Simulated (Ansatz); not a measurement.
GaPPt5:
```xyz
7
Lattice="3.9139 0.0000 0.0000 0.0000 3.9139 0.0000 0.0000 0.0000 6.8856" Properties=species:S:1:pos:R:3 pbc="T T T"
Ga     1.9569     1.9569     0.0000
P      0.0000     0.0000     3.4428
Pt     0.0000     1.9569     1.9979
Pt     0.0000     1.9569     4.8877
Pt     1.9569     0.0000     1.9979
Pt     1.9569     0.0000     4.8877
Pt     0.0000     0.0000     0.0000
```

Relaxed with r²SCAN. Special points in fractions of this cell's reciprocal vectors: Γ (0.000, 0.000, 0.000); X (0.000, 0.500, 0.000); M (0.500, 0.500, 0.000); Z (0.000, 0.000, 0.500); R (0.000, 0.500, 0.500); A (0.500, 0.500, 0.500).

Q: List the band energies nearest the Fermi level at these points for the program Ansatz at the r²SCAN level (PAW).

A: In eV from the Fermi level; about four levels below and three above (degenerate sets whole), none deeper than 8.9 eV; points with the same levels are listed once.

```json
[
 {"k": "Γ", "below": "-1.49 -1.49 -1.35 -0.98 -0.98", "above": "0.11 0.16 1.77"},
 {"k": "X", "below": "-2.33 -1.54 -1.30 -0.90", "above": "0.08 0.58 2.18"},
 {"k": "M", "below": "-1.65 -1.03 -0.50 -0.50", "above": "0.19 0.95 0.95"},
 {"k": "Z", "below": "-2.39 -2.39 -1.55 -1.47 -0.35", "above": "0.11 0.15 0.40"},
 {"k": "R", "below": "-2.28 -1.98 -1.74 -0.90", "above": "1.40 2.27 2.62"},
 {"k": "A", "below": "-2.12 -1.70 -0.99 -0.34", "above": "0.65 0.65 0.82 0.82"}
]
```

Space group P4/mmm. The workflow started from a Materials Project entry (that database holds measured and hypothetical structures alike); the Crystallography Open Database copy checked does not list it. Its standing as an ambient phase is unchecked. The r²SCAN relaxation kept the symmetry of its start; its stability against distortions is not shown here. No spin polarisation was allowed. Scalar-relativistic: spin–orbit coupling is off unless named, which matters more the heavier the elements.

Potentials: the later of the program's two PAW sets.
